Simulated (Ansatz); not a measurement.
Li (simple cubic, space group No. 221) under volume change, the program Ansatz at the PBE level (PAW), scaled uniformly.

| V (Å³/atom) | E − E(relaxed) (meV/atom) | P (GPa) |
|---|---|---|
| 18.598 | 7.2 | 1.34 |
| 19.211 | 3.0 | 0.83 |
| 19.824 | 0.7 | 0.39 |
| 20.438 | 0.0 | 0.00 |
| 21.051 | 0.7 | -0.34 |
| 21.664 | 2.6 | -0.64 |
| 22.277 | 5.6 | -0.91 |

Task: What does a third-order Birch–Murnaghan fit give for V₀, B₀ and B′?

Result: V₀ = 20.44 Å³/atom, B₀ = 12.2 GPa, B′ = 3.3.

Space group Pm-3m (simple cubic). A made-up cell: these elements were put on the sites of a structure type; neither database checked (COD, Materials Project) lists it. It is not the phase usual at ambient conditions (space group No. 229). The cell was relaxed with PBE under the symmetry of its start. At this level the phase is dynamically unstable (imaginary phonons).

Potentials: the later of the program's two PAW sets.
